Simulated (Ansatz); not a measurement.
## TiAsO4: relaxation (Ansatz)

Input:

```yaml
crystal:
  lattice:
    - [2.731067, 4.077658, 0.0]
    - [2.731067, -4.077658, 0.0]
    - [0.0, 0.0, -6.543324]
  atoms:
    - { symbol: O, position: [0.7038, 0.7778, 0.75] }
    - { symbol: O, position: [0.2962, 0.2222, 0.25] }
    - { symbol: O, position: [0.7778, 0.7038, 0.25] }
    - { symbol: O, position: [0.2222, 0.2962, 0.75] }
    - { symbol: As, position: [0.3501, 0.6499, 0.75] }
    - { symbol: As, position: [0.6499, 0.3501, 0.25] }
    - { symbol: Ti, position: [0.0, 0.0, 0.0] }
    - { symbol: Ti, position: [0.0, 0.0, 0.5] }
    - { symbol: O, position: [0.243, 0.757, 0.9491] }
    - { symbol: O, position: [0.757, 0.243, 0.4491] }
    - { symbol: O, position: [0.757, 0.243, 0.0509] }
    - { symbol: O, position: [0.243, 0.757, 0.5509] }
  symmetry: { tolerance: 0.0003 }
kpoints:
  mp_grid: { grid: [5, 5, 3], shift: [0, 0, 0] }
magnetization:
  spin_polarized: false
scf:
  occupations: { method: fermi_dirac, width: 0.05 }
  lower_state_search: "off"
hamiltonian:
  pseudopotentials: { kind: paw }
  xc: r2scan
  hubbard:
    projectors: all-electron-ortho-atomic
    sites: [{ species: Ti, l: d, u_eff: 3.51 }]
basis:
  ecutwfc: 500
  fft_grid_basis: typed
relax:
  max_steps: 80
  cell: { p_target: 0.0 }
output:
  forces: true
  stress: true
  eigenvalues: true
  bader: true
  populations: true
  elf: true
  write_potential: true
  volumetric_format: npy
  dos:
    e_range: [-12, 8]
    de: 0.05
    projected: { site_lists: { As: [As], O: [O], Ti: [Ti] } }
checkpoint:
  read: saved_state
```

Run with:

```bash
ansatz run input.yaml --threads 2 --pin off --max-ram 3584MiB --backend cpu --events-out ev --progress --plain --runs-dir out
```

Origin of the cell: a known structure type with other elements, at an estimated volume, so it need not be a known compound.

The saved state is a converged single point of the same cell.

Steps («new basis» is an SCF on plane waves selected anew at the same cell):

```json
{"step": "1", "ΔF (meV/atom)": "0.0", "max force component (eV/Å)": "4.674", "P (GPa)": "17.39", "volume (Å³)": "145.74", "SCF iterations": "7", "step was": "accepted"}
{"step": "2", "ΔF (meV/atom)": "-153.0", "max force component (eV/Å)": "1.943", "P (GPa)": "8.09", "volume (Å³)": "143.11", "SCF iterations": "8", "step was": "accepted"}
{"step": "3", "ΔF (meV/atom)": "-193.4", "max force component (eV/Å)": "0.646", "P (GPa)": "2.70", "volume (Å³)": "141.78", "SCF iterations": "8", "step was": "accepted"}
{"step": "4", "ΔF (meV/atom)": "-198.5", "max force component (eV/Å)": "0.159", "P (GPa)": "0.47", "volume (Å³)": "141.38", "SCF iterations": "7", "step was": "accepted"}
{"step": "5", "ΔF (meV/atom)": "-198.7", "max force component (eV/Å)": "0.084", "P (GPa)": "0.66", "volume (Å³)": "140.49", "SCF iterations": "7", "step was": "accepted"}
{"step": "6", "ΔF (meV/atom)": "-199.0", "max force component (eV/Å)": "0.019", "P (GPa)": "-0.07", "volume (Å³)": "141.27", "SCF iterations": "6", "step was": "accepted"}
{"step": "7", "ΔF (meV/atom)": "-199.0", "max force component (eV/Å)": "0.004", "P (GPa)": "0.00", "volume (Å³)": "141.20", "SCF iterations": "6", "step was": "accepted"}
{"step": "8", "ΔF (meV/atom)": "-198.7", "max force component (eV/Å)": "0.004", "P (GPa)": "0.01", "volume (Å³)": "141.20", "SCF iterations": "6", "step was": "new basis"}
```

Step 1, with forces in eV/Å:

```xyz
12
Lattice="2.731 4.078 0.000 2.731 -4.078 0.000 0.000 0.000 -6.543" Properties=species:S:1:pos:R:3:forces:R:3 pbc="T T T" step=1
O     4.046   -0.302   -4.907    4.259    2.815    0.000
O     1.416    0.302   -1.636   -4.259   -2.815    0.000
O     4.046    0.302   -1.636    4.259   -2.815    0.000
O     1.416   -0.302   -4.907   -4.259    2.815    0.000
As    2.731   -1.222   -4.907    0.000    0.403    0.000
As    2.731    1.222   -1.636    0.000   -0.403    0.000
Ti    0.000    0.000    0.000    0.000    0.000    0.000
Ti    0.000    0.000   -3.272    0.000    0.000    0.000
O     2.731   -2.096   -6.210    0.000   -3.675   -4.674
O     2.731    2.096   -2.939    0.000    3.675   -4.674
O     2.731    2.096   -0.333    0.000    3.675    4.674
O     2.731   -2.096   -3.605    0.000   -3.675    4.674
```

Step 2, with forces in eV/Å:

```xyz
12
Lattice="2.796 4.111 0.000 2.796 -4.111 0.000 0.000 0.000 -6.224" Properties=species:S:1:pos:R:3:forces:R:3 pbc="T T T" step=2
O     4.155   -0.286   -4.668    1.712    1.291    0.000
O     1.437    0.286   -1.556   -1.712   -1.291    0.000
O     4.155    0.286   -1.556    1.712   -1.291    0.000
O     1.437   -0.286   -4.668   -1.712    1.291    0.000
As    2.796   -1.239   -4.668    0.000    0.135    0.000
As    2.796    1.239   -1.556    0.000   -0.135    0.000
Ti    0.000    0.000    0.000    0.000    0.000    0.000
Ti    0.000    0.000   -3.112    0.000    0.000    0.000
O     2.796   -2.150   -6.005    0.000   -1.378   -1.943
O     2.796    2.150   -2.893    0.000    1.378   -1.943
O     2.796    2.150   -0.219    0.000    1.378    1.943
O     2.796   -2.150   -3.332    0.000   -1.378    1.943
```

Step 3, with forces in eV/Å:

```xyz
12
Lattice="2.831 4.151 0.000 2.831 -4.151 0.000 0.000 0.000 -6.031" Properties=species:S:1:pos:R:3:forces:R:3 pbc="T T T" step=3
O     4.216   -0.256   -4.523    0.376    0.416    0.000
O     1.447    0.256   -1.508   -0.376   -0.416    0.000
O     4.216    0.256   -1.508    0.376   -0.416    0.000
O     1.447   -0.256   -4.523   -0.376    0.416    0.000
As    2.831   -1.243   -4.523    0.000   -0.132    0.000
As    2.831    1.243   -1.508    0.000    0.132    0.000
Ti    0.000    0.000    0.000    0.000    0.000    0.000
Ti    0.000    0.000   -3.016    0.000    0.000    0.000
O     2.831   -2.186   -5.876    0.000   -0.302   -0.646
O     2.831    2.186   -2.860    0.000    0.302   -0.646
O     2.831    2.186   -0.155    0.000    0.302    0.646
O     2.831   -2.186   -3.171    0.000   -0.302    0.646
```

Step 4, with forces in eV/Å:

```xyz
12
Lattice="2.842 4.179 0.000 2.842 -4.179 0.000 0.000 0.000 -5.951" Properties=species:S:1:pos:R:3:forces:R:3 pbc="T T T" step=4
O     4.228   -0.243   -4.463    0.050    0.100    0.000
O     1.457    0.243   -1.488   -0.050   -0.100    0.000
O     4.228    0.243   -1.488    0.050   -0.100    0.000
O     1.457   -0.243   -4.463   -0.050    0.100    0.000
As    2.842   -1.257   -4.463    0.000   -0.159    0.000
As    2.842    1.257   -1.488    0.000    0.159    0.000
Ti    0.000    0.000    0.000    0.000    0.000    0.000
Ti    0.000    0.000   -2.976    0.000    0.000    0.000
O     2.842   -2.207   -5.827    0.000   -0.006   -0.149
O     2.842    2.207   -2.851    0.000    0.006   -0.149
O     2.842    2.207   -0.124    0.000    0.006    0.149
O     2.842   -2.207   -3.100    0.000   -0.006    0.149
```

Step 5, with forces in eV/Å:

```xyz
12
Lattice="2.821 4.190 0.000 2.821 -4.190 0.000 0.000 0.000 -5.943" Properties=species:S:1:pos:R:3:forces:R:3 pbc="T T T" step=5
O     4.194   -0.235   -4.457    0.009   -0.016    0.000
O     1.448    0.235   -1.486   -0.009    0.016    0.000
O     4.194    0.235   -1.486    0.009    0.016    0.000
O     1.448   -0.235   -4.457   -0.009   -0.016    0.000
As    2.821   -1.270   -4.457    0.000   -0.084    0.000
As    2.821    1.270   -1.486    0.000    0.084    0.000
Ti    0.000    0.000    0.000    0.000    0.000    0.000
Ti    0.000    0.000   -2.971    0.000    0.000    0.000
O     2.821   -2.210   -5.829    0.000   -0.019   -0.025
O     2.821    2.210   -2.858    0.000    0.019   -0.025
O     2.821    2.210   -0.113    0.000    0.019    0.025
O     2.821   -2.210   -3.085    0.000   -0.019    0.025
```

Step 6, with forces in eV/Å:

```xyz
12
Lattice="2.834 4.195 0.000 2.834 -4.195 0.000 0.000 0.000 -5.942" Properties=species:S:1:pos:R:3:forces:R:3 pbc="T T T" step=6
O     4.211   -0.243   -4.456    0.016   -0.002    0.000
O     1.456    0.243   -1.485   -0.016    0.002    0.000
O     4.211    0.243   -1.485    0.016    0.002    0.000
O     1.456   -0.243   -4.456   -0.016   -0.002    0.000
As    2.834   -1.276   -4.456    0.000    0.019    0.000
As    2.834    1.276   -1.485    0.000   -0.019    0.000
Ti    0.000    0.000    0.000    0.000    0.000    0.000
Ti    0.000    0.000   -2.971    0.000    0.000    0.000
O     2.834   -2.218   -5.829    0.000    0.003    0.002
O     2.834    2.218   -2.858    0.000   -0.003    0.002
O     2.834    2.218   -0.113    0.000   -0.003   -0.002
O     2.834   -2.218   -3.084    0.000    0.003   -0.002
```

Step 8, with forces in eV/Å:

```xyz
12
Lattice="2.833 4.192 0.000 2.833 -4.192 0.000 0.000 0.000 -5.943" Properties=species:S:1:pos:R:3:forces:R:3 pbc="T T T" step=8
O     4.212   -0.242   -4.458    0.004   -0.002    0.000
O     1.455    0.242   -1.486   -0.004    0.002    0.000
O     4.212    0.242   -1.486    0.004    0.002    0.000
O     1.455   -0.242   -4.458   -0.004   -0.002    0.000
As    2.833   -1.273   -4.458    0.000    0.000    0.000
As    2.833    1.273   -1.486    0.000    0.000    0.000
Ti    0.000    0.000    0.000    0.000    0.000    0.000
Ti    0.000    0.000   -2.972    0.000    0.000    0.000
O     2.833   -2.215   -5.830    0.000    0.001   -0.002
O     2.833    2.215   -2.858    0.000   -0.001   -0.002
O     2.833    2.215   -0.113    0.000   -0.001    0.002
O     2.833   -2.215   -3.085    0.000    0.001    0.002
```

- Free energy lowered by: 198.7 meV/atom
- Volume change: -3.12 %
- Final pressure: 0.01 GPa
- Relaxation steps listed: 8

Caveats: the relaxation held the start's symmetry, so the end may be a saddle point.

It ran for 200 s of wall time on 2 CPU thread(s) of a shared host, from a saved density.
